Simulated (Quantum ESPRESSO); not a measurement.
## Al2ZnF7Cl (finding a planted mistake in a log)

Simulated, not a measurement. The program is pw.x of Quantum ESPRESSO 7.5 (plane-wave density functional theory). The cell is made up: 11 atoms on a rutile lattice with one site empty, with randomly drawn elements, strain and displacements, not relaxed. PseudoDojo standard norm-conserving files (v0.5 for PBE, v0.4.1 for LDA and PBEsol) set the functional; there is no spin polarisation, spin-orbit coupling or dispersion term, and the masses in the input are unused placeholders.

Intended input:

```
&control calculation='scf', pseudo_dir='./dojo.nc.sr.pbe.v0_5.standard.upf', outdir='./o', disk_io='medium', tprnfor=.true., tstress=.true. /
&system ibrav=0, nat=11, ntyp=4, nbnd=47, ecutwfc=84.00895049, nosym=.true., tot_charge=0,
 occupations='smearing', smearing='fd', degauss=0.0018374661
/
&electrons conv_thr=7.350e-09, electron_maxstep=60, /
ATOMIC_SPECIES
Al 1.0 Al.upf
Cl 1.0 Cl.upf
F 1.0 F.upf
Zn 1.0 Zn.upf
CELL_PARAMETERS angstrom
4.6338 -0.0581 0.0242
-0.0581 4.65 0.0173
0.0322 0.0231 6.2723
ATOMIC_POSITIONS angstrom
Al 2.3941 2.4253 1.4384
Zn -0.018 0.1579 3.0611
Al 2.2322 2.3307 4.8607
F 1.4531 1.3968 0.037
F 3.1169 3.1524 -0.0915
F 3.8874 0.7749 1.7226
F 0.8391 3.6215 1.546
F 1.4032 1.5264 3.1515
Cl 3.1149 3.1756 3.1407
F 3.6784 0.9388 4.6506
F 0.9304 3.8747 4.6729
K_POINTS automatic
5 5 4 1 1 1
```

The log is shortened where brackets say so; the opening notice, blank lines, dates and the lines on written files are dropped, and the path of the files is cut. It prints rydbergs, bohrs and kilobars, and counts compression as positive stress. Where no state is partly filled, the Fermi energy that it prints is only some level between the filled and the empty states on the mesh, and need not lie in the true gap.

Log of the intended run:

```
     Program PWSCF v.7.5
     Parallel version (MPI & OpenMP), running on       1 processor cores
     Number of MPI processes:                 1
     Threads/MPI process:                     1
     [start-up lines left out]
     bravais-lattice index     =            0
     lattice parameter (alat)  =       8.7574  a.u.
     unit-cell volume          =     911.8593 (a.u.)^3
     number of atoms/cell      =           11
     number of atomic types    =            4
     number of electrons       =        82.00
     number of Kohn-Sham states=           47
     kinetic-energy cutoff     =      84.0090  Ry
     charge density cutoff     =     336.0358  Ry
     scf convergence threshold =      7.3E-09
     mixing beta               =       0.7000
     number of iterations used =            8  plain     mixing
     Exchange-correlation= PBE
                           (   1   4   3   4   0   0   0)
     [axes and pseudopotential details left out]
   Cartesian axes
     site n.     atom                  positions (alat units)
         1        Al     tau(   1) = (   0.5166125   0.5233451   0.3103861  )
         2        Zn     tau(   2) = (  -0.0038841   0.0340726   0.6605416  )
         3        Al     tau(   3) = (   0.4816768   0.5029317   1.0488695  )
         4        F      tau(   4) = (   0.3135582   0.3014095   0.0079841  )
         5        F      tau(   5) = (   0.6725824   0.6802428  -0.0197444  )
         6        F      tau(   6) = (   0.8388453   0.1672123   0.3717124  )
         7        F      tau(   7) = (   0.1810658   0.7814679   0.3336047  )
         8        F      tau(   8) = (   0.3027905   0.3293753   0.6800486  )
         9        Cl     tau(   9) = (   0.6721509   0.6852491   0.6777181  )
        10        F      tau(  10) = (   0.7937461   0.2025796   1.0035330  )
        11        F      tau(  11) = (   0.2007670   0.8361048   1.0083450  )
     number of k points=    50  Fermi-Dirac smearing, width (Ry)=  0.0018
                       cart. coord. in units 2pi/alat
        k(    1) = (   0.1007926   0.1005799   0.0914672), wk =   0.0400000
        k(    2) = (   0.0998192   0.0998805   0.2761848), wk =   0.0400000
     [further k points left out]
     Dense  grid:    94901 G-vectors     FFT dimensions: (  54,  54,  72)
     Estimated max dynamical RAM per process >     140.98 MB
     Initial potential from superposition of free atoms
     starting charge      81.9949, renormalised to      82.0000
     Starting wfcs are   50 randomized atomic wfcs
     total cpu time spent up to now is       21.0 secs
     per-process dynamical memory:    89.7 Mb
     Self-consistent Calculation
     iteration #  1     ecut=    84.01 Ry     beta= 0.70
     Davidson diagonalization with overlap
     ethr =  1.00E-02,  avg # of iterations =  4.7
     total cpu time spent up to now is       73.5 secs
     total energy              =    -805.54312939 Ry
     estimated scf accuracy    <       1.26680200 Ry
     iteration #  2     ecut=    84.01 Ry     beta= 0.70
     Davidson diagonalization with overlap
     ethr =  1.54E-03,  avg # of iterations =  2.4
     total cpu time spent up to now is      118.2 secs
     total energy              =    -805.87375620 Ry
     estimated scf accuracy    <       1.05041248 Ry
     [iterations 3 to 8 left out]
     iteration #  9     ecut=    84.01 Ry     beta= 0.70
     Davidson diagonalization with overlap
     ethr =  6.34E-10,  avg # of iterations =  2.0
     total cpu time spent up to now is      470.0 secs
     total energy              =    -806.09013054 Ry
     estimated scf accuracy    <       0.00000005 Ry
     iteration # 10     ecut=    84.01 Ry     beta= 0.70
     Davidson diagonalization with overlap
     ethr =  6.30E-11,  avg # of iterations =  2.2
     total cpu time spent up to now is      509.5 secs
     End of self-consistent calculation
     [lines on levels left out]
     the Fermi energy is     5.4482 ev
!    total energy              =    -806.09013055 Ry
     estimated scf accuracy    <          3.1E-09 Ry
     smearing contrib. (-TS)   =       0.00000000 Ry
     internal energy E=F+TS    =    -806.09013055 Ry
     The total energy is F=E-TS. E is the sum of the following terms:
     one-electron contribution =    -605.07162992 Ry
     hartree contribution      =     343.66751848 Ry
     xc contribution           =    -136.36186222 Ry
     ewald contribution        =    -408.32415689 Ry
     convergence has been achieved in  10 iterations
     Forces acting on atoms (cartesian axes, Ry/au):
     atom    1 type  1   force =    -0.12485736   -0.07048823   -0.13273608
     atom    2 type  4   force =     0.13593969   -0.03731754    0.15062826
     atom    3 type  1   force =    -0.05870286   -0.05810119    0.04244141
     atom    4 type  3   force =     0.04484984    0.04929326    0.00568609
     atom    5 type  3   force =    -0.01184626   -0.01791074    0.02742475
     atom    6 type  3   force =    -0.14815851    0.14734861   -0.17914287
     atom    7 type  3   force =     0.08004104   -0.05910909   -0.00895719
     atom    8 type  3   force =     0.01413894   -0.00394050    0.01219144
     atom    9 type  2   force =     0.08592115    0.06456409    0.05295348
     atom   10 type  3   force =    -0.06598056    0.06089227    0.02483814
     atom   11 type  3   force =     0.04865489   -0.07523093    0.00467257
     Total force =     0.460684     Total SCF correction =     0.000080
     Computing stress (Cartesian axis) and pressure
          total   stress  (Ry/bohr**3)                   (kbar)     P=       63.58
   0.00025630   0.00102191   0.00023126           37.70      150.33       34.02
   0.00102191   0.00029691  -0.00013903          150.33       43.68      -20.45
   0.00023126  -0.00013903   0.00074333           34.02      -20.45      109.35
     init_run     :     18.13s CPU     20.83s WALL (       1 calls)
     electrons    :    459.34s CPU    488.56s WALL (       1 calls)
     forces       :      6.65s CPU      6.72s WALL (       1 calls)
     stress       :     33.58s CPU     33.70s WALL (       1 calls)
     [timing details left out]
     PWSCF        :   8m38.01s CPU   9m10.42s WALL
     JOB DONE.
```

A second run was made from an input with one planted mistake. Its log:

```
     Program PWSCF v.7.5
     Parallel version (MPI & OpenMP), running on       1 processor cores
     Number of MPI processes:                 1
     Threads/MPI process:                     1
     [start-up lines left out]
     bravais-lattice index     =            0
     lattice parameter (alat)  =       8.7574  a.u.
     unit-cell volume          =     911.8593 (a.u.)^3
     number of atoms/cell      =           11
     number of atomic types    =            4
     number of electrons       =        82.00
     number of Kohn-Sham states=           47
     kinetic-energy cutoff     =      84.0090  Ry
     charge density cutoff     =     336.0358  Ry
     scf convergence threshold =      7.3E-09
     mixing beta               =       0.7000
     number of iterations used =            8  plain     mixing
     Exchange-correlation= PBE
                           (   1   4   3   4   0   0   0)
     [axes and pseudopotential details left out]
   Cartesian axes
     site n.     atom                  positions (alat units)
         1        Al     tau(   1) = (   0.5166125   0.5233451   0.3103861  )
         2        Zn     tau(   2) = (  -0.0038841   0.0340726   0.6605416  )
         3        Al     tau(   3) = (   0.4816768   0.5029317   1.0488695  )
         4        F      tau(   4) = (   0.3135582   0.3014095   0.0079841  )
         5        F      tau(   5) = (   0.6725824   0.6802428  -0.0197444  )
         6        F      tau(   6) = (   0.8388453   0.1672123   0.3717124  )
         7        F      tau(   7) = (   0.1810658   0.7814679   0.3336047  )
         8        F      tau(   8) = (   0.3027905   0.3293753   0.6800486  )
         9        Cl     tau(   9) = (   0.6721509   0.6852491   0.6777181  )
        10        F      tau(  10) = (   0.7937461   0.2025796   1.0035330  )
        11        F      tau(  11) = (   0.2007670   0.8361048   1.0083450  )
     number of k points=     1  Fermi-Dirac smearing, width (Ry)=  0.0018
                       cart. coord. in units 2pi/alat
        k(    1) = (  -0.5044499  -0.5032491  -0.3649770), wk =   2.0000000
     Dense  grid:    94901 G-vectors     FFT dimensions: (  54,  54,  72)
     Estimated max dynamical RAM per process >     140.98 MB
     Initial potential from superposition of free atoms
     starting charge      81.9949, renormalised to      82.0000
     Starting wfcs are   50 randomized atomic wfcs
     total cpu time spent up to now is        2.0 secs
     per-process dynamical memory:    96.8 Mb
     Self-consistent Calculation
     iteration #  1     ecut=    84.01 Ry     beta= 0.70
     Davidson diagonalization with overlap
     ethr =  1.00E-02,  avg # of iterations =  4.0
     total cpu time spent up to now is        2.9 secs
     total energy              =    -805.51991694 Ry
     estimated scf accuracy    <       1.29746717 Ry
     iteration #  2     ecut=    84.01 Ry     beta= 0.70
     Davidson diagonalization with overlap
     ethr =  1.58E-03,  avg # of iterations =  2.0
     total cpu time spent up to now is        3.8 secs
     total energy              =    -805.87233288 Ry
     estimated scf accuracy    <       1.05049498 Ry
     [iterations 3 to 8 left out]
     iteration #  9     ecut=    84.01 Ry     beta= 0.70
     Davidson diagonalization with overlap
     ethr =  6.92E-10,  avg # of iterations =  2.0
     total cpu time spent up to now is       11.2 secs
     total energy              =    -806.08604470 Ry
     estimated scf accuracy    <       0.00000003 Ry
     iteration # 10     ecut=    84.01 Ry     beta= 0.70
     Davidson diagonalization with overlap
     ethr =  4.23E-11,  avg # of iterations =  2.0
     total cpu time spent up to now is       12.2 secs
     End of self-consistent calculation
     [lines on levels left out]
     the Fermi energy is     5.3061 ev
!    total energy              =    -806.08604471 Ry
     estimated scf accuracy    <          2.7E-09 Ry
     smearing contrib. (-TS)   =       0.00000000 Ry
     internal energy E=F+TS    =    -806.08604471 Ry
     The total energy is F=E-TS. E is the sum of the following terms:
     one-electron contribution =    -605.07738327 Ry
     hartree contribution      =     343.69968086 Ry
     xc contribution           =    -136.38418540 Ry
     ewald contribution        =    -408.32415689 Ry
     convergence has been achieved in  10 iterations
     Forces acting on atoms (cartesian axes, Ry/au):
     atom    1 type  1   force =    -0.13085187   -0.07538366   -0.13036185
     atom    2 type  4   force =     0.13869273   -0.03132992    0.15275152
     atom    3 type  1   force =    -0.06238293   -0.06277828    0.03930795
     atom    4 type  3   force =     0.04569054    0.05086304    0.00678141
     atom    5 type  3   force =    -0.00886970   -0.01477883    0.02476363
     atom    6 type  3   force =    -0.14411037    0.14293121   -0.17549768
     atom    7 type  3   force =     0.07776045   -0.05326347   -0.01066635
     atom    8 type  3   force =     0.01221075   -0.00657855    0.01159901
     atom    9 type  2   force =     0.08803961    0.06420386    0.05319124
     atom   10 type  3   force =    -0.05924612    0.05579476    0.02460095
     atom   11 type  3   force =     0.04306691   -0.06968017    0.00353018
     Total force =     0.456435     Total SCF correction =     0.000099
     Computing stress (Cartesian axis) and pressure
          total   stress  (Ry/bohr**3)                   (kbar)     P=       75.20
   0.00043276   0.00106903   0.00023408           63.66      157.26       34.43
   0.00106903   0.00047960  -0.00013418          157.26       70.55      -19.74
   0.00023408  -0.00013418   0.00062120           34.43      -19.74       91.38
     init_run     :      1.79s CPU      1.87s WALL (       1 calls)
     electrons    :      9.92s CPU     10.21s WALL (       1 calls)
     forces       :      0.38s CPU      0.39s WALL (       1 calls)
     stress       :      0.83s CPU      0.84s WALL (       1 calls)
     [timing details left out]
     PWSCF        :     13.06s CPU     13.49s WALL
     JOB DONE.
```

Question: what was wrong in the second input?

Answer: the k-point mesh is too coarse. The input lines that differ, file-writing options aside:

```
- 5 5 4 1 1 1
+ 1 1 1 1 1 1
```

|  | intended run | run with the mistake |
| --- | --- | --- |
| free energy (eV) | -10967.415 | -10967.359 |
| smearing term -TS (eV) | 0.0000 | 0.0000 |
| pressure (GPa) | 6.36 | 7.52 |
| largest force component (eV/Å) | 4.606 | 4.512 |
| largest change of a force component (eV/Å) |  | 0.173 |
| iterations | 10 | 10 |

For scale, a rerun of the intended cell at 1437 eV and a 7 x 7 x 6 mesh moved values by no more than 0.004 eV in energy, 0.02 GPa in stress and 0.002 eV/Å in force.